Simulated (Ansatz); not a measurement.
BiRh (NiAs type)

```
BiRh
1.0
    4.12992     0.00000     0.00000
   -2.06496     3.57662     0.00000
    0.00000     0.00000     5.69239
Bi Rh
2 2
Direct
  0.33333   0.66667   0.25000
  0.66667   0.33333   0.75000
  0.00000   0.00000   0.50000
  0.00000   0.00000   0.00000
```

E(V) scan at fixed shape, V₀ the volume above. Symmetry pins the atoms to their sites.

Computed with r2SCAN (plane waves to 500 eV, PAW, scalar-relativistic; Ansatz, a quantum-chemistry and plane-wave program). k mesh 13×13×8 (Γ-centred), Fermi-Dirac smearing 0.05 eV. Energies are smeared free energies. Stress and pressure are positive under compression. With the shape held, the modulus is that of even scaling; a crystal free to change shape is softer. BiRh is run without spin polarisation. BiRh was relaxed with its symmetry unable to fall. Spin-orbit coupling is left out, though Bi is heavy. ΔE is measured from the relaxed starting cell.

The scan covers V/V₀ from 0.900 to 1.100 in 13 points.

Q: What is ΔE at V/V₀ = 1.100?

A: 68 meV/atom.

Q: What is ΔE at V/V₀ = 0.900?

A: 103 meV/atom.

Q: What pressure does the cell carry at V/V₀ = 0.900?

A: 17.6 GPa.

(Under strain, the slope of the energy per volume gives the stress and its curvature an elastic modulus.)
